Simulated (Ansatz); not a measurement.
Ga₃AsP₂ (P3m1) at 2 levels of theory

One geometry, relaxed with PBE; plane waves with PAW potentials in Ansatz, scalar-relativistic. No spin polarisation. Gaps are the least over mesh and band path; pressure is positive in compression.

```cif
data_structure
_symmetry_space_group_name_H-M 'P3m1'
_symmetry_Int_Tables_number 156
_cell_length_a 3.9484
_cell_length_b 3.9484
_cell_length_c 9.6770
_cell_angle_alpha 90.000
_cell_angle_beta 90.000
_cell_angle_gamma 120.000
_cell_volume 130.65
loop_
_atom_site_label
_atom_site_type_symbol
_atom_site_symmetry_multiplicity
_atom_site_Wyckoff_symbol
_atom_site_fract_x
_atom_site_fract_y
_atom_site_fract_z
_atom_site_occupancy
Ga1 Ga 1 a 0.00000 0.00000 0.99297 1
Ga2 Ga 1 b 0.33333 0.66667 0.66669 1
Ga3 Ga 1 c 0.66667 0.33333 0.34004 1
P1 P 1 a 0.00000 0.00000 0.74677 1
P2 P 1 b 0.33333 0.66667 0.41981 1
As1 As 1 c 0.66667 0.33333 0.08373 1
```

| level | cutoff (eV) | k mesh | gap (eV) | pressure (GPa) |
| --- | --- | --- | --- | --- |
| PBE | 420 | 12×12×4 | 0.94 | 0.0 |

What comes out on the same cell with r2SCAN?

```tsv
level	cutoff (eV)	k mesh	gap (eV)	pressure (GPa)
r2SCAN	500	12×12×4	1.44	-2.6
```

The structure comes from a generated guess; another structure or a mixture of phases may lie lower.
